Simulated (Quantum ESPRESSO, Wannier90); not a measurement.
**Wannierisation of Sr$_{2}$H$_{6}$Os (Fm-3m)**

```xyz
9
Lattice="0.0000 3.8123 3.8123 3.8123 0.0000 3.8123 3.8123 3.8123 0.0000" Properties=species:S:1:pos:R:3 pbc="T T T"
Sr    -1.9061    -1.9061    -1.9061
Sr     1.9061     1.9061     1.9061
H      0.0000     0.0000    -1.7243
H      0.0000     0.0000     1.7243
H     -1.7243     0.0000     0.0000
H      1.7243     0.0000     0.0000
H      0.0000    -1.7243     0.0000
H      0.0000     1.7243     0.0000
Os     0.0000     0.0000     0.0000
```

Materials Project entry mp-1078677; symmetrised, unrelaxed at this level. Not found in the COD (Crystallography Open Database) copy used; not checked further. Method: PBEsol plane waves in Quantum ESPRESSO 7.5 (PseudoDojo norm-conserving files, 60 Ry, no spin polarisation, no spin-orbit coupling), Bloch states on a 4×4×4 mesh through Γ, Wannier90 4.0.1. Density: 8×8×8 mesh, cold smearing 0.01 Ry. Spin-orbit coupling is left out although heavy elements are present.

Bands 13-21 form an isolated set from -6.71 to 0.00 eV relative to the valence-band maximum (on the path) and are turned into 9 Wannier functions by minimising the spread from the start: SCDM (isolated).

Centres (Cartesian, Å; one of the equivalent choices) and spreads:

```csv
n,x,y,z,spread (Å²),nearest atom
1,0.000,0.000,0.000,1.967,Os9
2,0.000,0.000,0.000,1.968,Os9
3,0.000,0.000,0.000,1.968,Os9
4,1.457,-0.001,-0.001,1.625,H6
5,-0.001,0.000,1.457,1.625,H4
6,0.001,-1.457,0.000,1.625,H7
7,-1.457,0.001,0.001,1.625,H5
8,-0.001,1.457,0.000,1.625,H8
9,0.001,0.000,-1.457,1.625,H3
```

Ω_I = 13.91 Å², Ω_total = 15.65 Å²; the interpolated bands follow pw.x to 1.5 meV rms on the path. It is the lowest total spread that any start reached here.
